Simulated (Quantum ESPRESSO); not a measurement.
## Band energies of CdSe at +1 % isotropic strain

```
CdSe
1.0
    0.00000     3.07187     3.07187
    3.07187     0.00000     3.07187
    3.07187     3.07187     0.00000
Se Cd
1 1
Direct
  0.25000   0.25000   0.25000
  0.00000   0.00000   0.00000
```

PBEsol (Quantum ESPRESSO, PseudoDojo norm-conserving, 102 Ry, no spin-orbit coupling); path ΓXWKΓLUWLK,UX; energies in eV from the valence-band maximum.

| k (1/Å) | point | band 14 | band 15 | band 16 | band 17 | band 18 | band 19 | band 20 | band 21 |
|---|---|---|---|---|---|---|---|---|---|
| 0.00 | Γ | -7.46 | -7.46 | 0.00 | 0.00 | 0.00 | 0.42 | 5.87 | 5.87 |
| 0.34 |  | -7.47 | -7.44 | -1.72 | -0.53 | -0.53 | 2.31 | 4.80 | 6.68 |
| 0.68 |  | -7.42 | -7.36 | -3.26 | -1.40 | -1.40 | 3.39 | 3.76 | 7.79 |
| 1.02 | X | -7.40 | -7.13 | -3.98 | -1.77 | -1.77 | 3.07 | 3.66 | 8.81 |
| 1.15 |  | -7.41 | -7.11 | -3.97 | -1.83 | -1.83 | 3.26 | 3.80 | 8.64 |
| 1.53 | W | -7.45 | -7.01 | -3.89 | -2.15 | -2.12 | 4.86 | 5.11 | 6.31 |
| 1.90 | K | -7.43 | -7.05 | -3.92 | -2.43 | -1.45 | 3.61 | 5.01 | 8.05 |
| 1.99 |  | -7.44 | -7.06 | -3.89 | -2.48 | -1.27 | 3.74 | 5.40 | 7.54 |
| 2.29 |  | -7.47 | -7.30 | -3.44 | -1.88 | -0.67 | 3.52 | 5.80 | 6.05 |
| 2.59 |  | -7.47 | -7.45 | -2.18 | -0.79 | -0.21 | 2.36 | 5.38 | 6.28 |
| 2.98 | Γ | -7.46 | -7.46 | 0.00 | 0.00 | 0.00 | 0.42 | 5.87 | 5.87 |
| 3.28 |  | -7.46 | -7.46 | -1.70 | -0.20 | -0.20 | 1.76 | 5.59 | 6.18 |
| 3.67 |  | -7.44 | -7.32 | -3.87 | -0.64 | -0.64 | 2.27 | 6.41 | 6.41 |
| 3.87 | L | -7.44 | -7.19 | -4.26 | -0.71 | -0.71 | 2.26 | 6.37 | 6.37 |
| 3.97 |  | -7.44 | -7.18 | -4.24 | -0.89 | -0.75 | 2.45 | 6.16 | 6.46 |
| 4.39 |  | -7.44 | -7.06 | -3.92 | -2.40 | -1.33 | 3.69 | 5.26 | 7.55 |
| 4.49 | U | -7.43 | -7.05 | -3.92 | -2.43 | -1.45 | 3.61 | 5.01 | 8.05 |
| 4.73 |  | -7.45 | -7.02 | -3.89 | -2.29 | -1.88 | 4.49 | 5.04 | 6.71 |
| 4.85 | W | -7.45 | -7.01 | -3.89 | -2.15 | -2.12 | 4.86 | 5.11 | 6.31 |
| 5.03 |  | -7.45 | -7.04 | -3.90 | -2.31 | -1.66 | 4.49 | 5.19 | 6.32 |
| 5.40 |  | -7.44 | -7.16 | -4.20 | -1.17 | -0.83 | 2.78 | 5.88 | 6.62 |
| 5.58 | L | -7.44 | -7.19 | -4.26 | -0.71 | -0.71 | 2.26 | 6.37 | 6.37 |
| 5.67 |  | -7.44 | -7.18 | -4.25 | -0.85 | -0.74 | 2.40 | 6.21 | 6.44 |
| 6.02 |  | -7.44 | -7.08 | -3.95 | -2.25 | -1.22 | 3.69 | 5.36 | 7.29 |
| 6.20 | K | -7.43 | -7.05 | -3.92 | -2.43 | -1.45 | 3.61 | 5.01 | 8.05 |
| 6.20 | U | -7.43 | -7.05 | -3.92 | -2.43 | -1.45 | 3.61 | 5.01 | 8.05 |
| 6.56 | X | -7.40 | -7.13 | -3.98 | -1.77 | -1.77 | 3.07 | 3.66 | 8.81 |

The PBEsol gap is direct, 0.42 eV at Γ.

Spin-orbit splittings are left out.

Geometry strained from the cell relaxed with PBEsol, atoms relaxed again.
